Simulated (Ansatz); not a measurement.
## Phonons of RuB2

The computed numbers are results of PBEsol, scalar-relativistic (no spin polarisation) in the plane-wave PAW code Ansatz at 420 eV, Gaussian smearing of 0.15 eV. The datasets are Ansatz's generated set soft_2.

```yaml
crystal:
  lattice:
    - [2.85021, 0.00000, 0.00000]
    - [0.00000, 4.62539, 0.00000]
    - [0.00000, 0.00000, 4.02385]
  atoms:
    - { symbol: B, position: [0.00000, 0.80416, 0.36245] }
    - { symbol: B, position: [0.00000, 0.19584, 0.36245] }
    - { symbol: B, position: [0.50000, 0.30416, 0.63755] }
    - { symbol: B, position: [0.50000, 0.69584, 0.63755] }
    - { symbol: Ru, position: [0.00000, 0.00000, 0.84844] }
    - { symbol: Ru, position: [0.50000, 0.50000, 0.15156] }
```

The chain of runs began from a cell as deposited in COD, expanded in volume.

Force constants come from finite displacements in a 2×2×2 supercell (the unit cell's 12×8×8 k-mesh, folded to it); the long-range dipole term is not included. Points in reciprocal vectors of this cell: Γ = (0.000, 0.000, 0.000), X = (0.500, 0.000, 0.000), S = (0.500, 0.500, 0.000), Y = (0.000, 0.500, 0.000), Z = (0.000, 0.000, 0.500), U = (0.500, 0.000, 0.500), R = (0.500, 0.500, 0.500), T = (0.000, 0.500, 0.500).

Frequencies at the named points (cm⁻¹, imaginary ones negative):
```
point                                                                 ω (cm⁻¹)
    Γ        0 0 0 136 209 279 430 438 455 554 574 638 655 668 671 700 702 837
    X  204 204 227 227 274 274 471 471 538 538 605 605 679 679 698 698 734 734
    S  149 149 237 237 259 259 457 457 552 552 642 642 681 681 687 687 718 718
    Y  128 128 159 159 240 240 440 440 489 489 635 635 642 642 701 701 721 721
    Z   87 167 180 204 237 273 416 419 461 584 611 616 631 644 661 692 763 829
    U  170 170 251 251 281 281 468 468 512 512 585 585 675 675 725 725 766 766
    R  217 217 260 260 282 282 437 437 545 545 615 615 693 693 696 696 764 764
    T  124 124 185 185 263 263 440 440 495 495 626 626 664 664 685 685 753 753
```

Q: Is the structure dynamically stable along this path, and where does the spectrum end?

A: Yes: no branch is imaginary beyond numerical noise. The highest frequency is 837 cm⁻¹, at Γ. Points that don't fit the supercell are interpolated.

Q: What does the harmonic approximation give for the vibrational free energy, entropy and heat capacity?

A: Zero-point energy 89.2 meV/atom.
```
T (K)  F_vib (meV/atom)  S (J/K per mole of atoms)  C_V (J/K per mole of atoms)
  100              88.6                        2.2                          4.6
  200              83.8                        7.4                         11.1
  300              73.2                       12.9                         16.1
  400              57.2                       18.0                         19.1
  500              36.2                       22.5                         20.9
  600              10.8                       26.4                         22.0
  700             -18.4                       29.8                         22.7
  800             -50.9                       32.9                         23.2
  900             -86.4                       35.6                         23.6
 1000            -124.7                       38.1                         23.8
```

The highest mode, 837 cm⁻¹, is worth 1200 K. At 300 K the heat capacity has reached 65 % of the classical limit 3R = 24.9 J/K per mole of atoms, since the stiffer modes are still partly frozen out.

The crystal is a metal or nearly so; low and unstable modes depend on mesh and smearing.

Cost: 14 min on 4 threads of Arm Neoverse V2 (shared host), peak memory 5.1 GiB.
